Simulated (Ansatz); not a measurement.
Notes on Ca

```
Ca
1.0
    -2.17764    2.17764    2.17764
     2.17764   -2.17764    2.17764
     2.17764    2.17764   -2.17764
Ca
1
Cartesian
  0.0000 0.0000 0.0000
```

Single point in Ansatz 0.2.0 with r2SCAN, no spin polarisation. Cutoff 500 eV, PAW datasets, 11×11×11 Γ-centred k mesh, fermi-dirac filling (width 0.1 eV).

**Contacts.** Ca–Ca at 3.77 Å: least valence density 0.05 e/Å³ and ELF 0.29 there. These are pseudo-fields; inside the PAW spheres they differ from the all-electron ones.
**Stress.** The pressure is 0.9 GPa (compression positive), so with the atoms held at these fractions the cell would first expand.
**At the Fermi level.** It is a metal, with about 1.1 states/eV a cell as the mean within 0.25 eV of the Fermi level.

Origin: a database entry at a rescaled volume.
